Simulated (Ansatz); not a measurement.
The calculation used Ansatz, DFT PBE, scalar-relativistic, plane waves, PAW. Settings: cutoff 420 eV, Γ-centred meshes spaced at most about 0.3 Å⁻¹, and about 0.25 Å⁻¹ or finer for metals (2π included), Gaussian smearing. No spin polarisation in the final relaxations.

All energies are static (0 K, no zero-point motion).

Compare these two cells of Cd4InO, each relaxed at this level.

A.

```xyz
6
Lattice="0.0000 4.5455 4.5455 4.5455 0.0000 4.5455 4.5455 4.5455 0.0000" Properties=species:S:1:pos:R:3 pbc="T T T"
Cd    5.8009    5.8009    5.8009
Cd    5.8009    3.2900    3.2900
Cd    3.2900    3.2900    5.8009
Cd    3.2900    5.8009    3.2900
In    0.0000    0.0000    0.0000
O     4.5455    4.5455    4.5455
```

B.

```xyz
6
Lattice="3.1014 0.0000 0.0000 0.0000 3.1014 0.0000 0.0000 0.0000 13.2552" Properties=species:S:1:pos:R:3 pbc="T T T"
Cd    1.5507    1.5507    4.2168
Cd    1.5507    1.5507   11.8427
Cd    1.5507    1.5507    1.4125
Cd    1.5507    1.5507    9.0385
In    0.0000    0.0000    6.6276
O     0.0000    0.0000    0.0000
```

Question: Which form is favoured at zero pressure, and by what margin per atom?

Answer: B is lower, by 93 meV/atom. A has space group F-43m (No. 216), 31.3 Å³/atom and no gap on its mesh; B has space group P4/mmm (No. 123), 21.2 Å³/atom and no gap. Counting Cd or In atoms around O (for each partner element, those within 1.25 times its shortest distance or 1.15 times the sum of covalent radii, where it is the nearest in units of that sum or under 1.3; the shortest distance is added where it is long for a bond), A has O 4 and B has O 8 from 2.6 Å. The denser one is the lower, and pressure would at first widen the difference. In A, Cd is surrounded by 1 O at 2.17 Å, 3 Cd at 2.88 Å, 3 Cd at 3.55 Å and 3 In at 3.74 Å; In has 12 Cd at 3.74 Å; O has 4 Cd at 2.17 Å. In B, Cd on its first site has 1 Cd at 2.80 Å, 4 Cd at 3.10 Å and 4 In at 3.26 Å; around In lie 4 In at 3.10 Å and 8 Cd at 3.26 Å; O has 8 Cd at 2.61 Å and 4 O at 3.10 Å; 1 more site not described. Both come from invented guesses.

Cells relaxed within their symmetry can be saddle points.
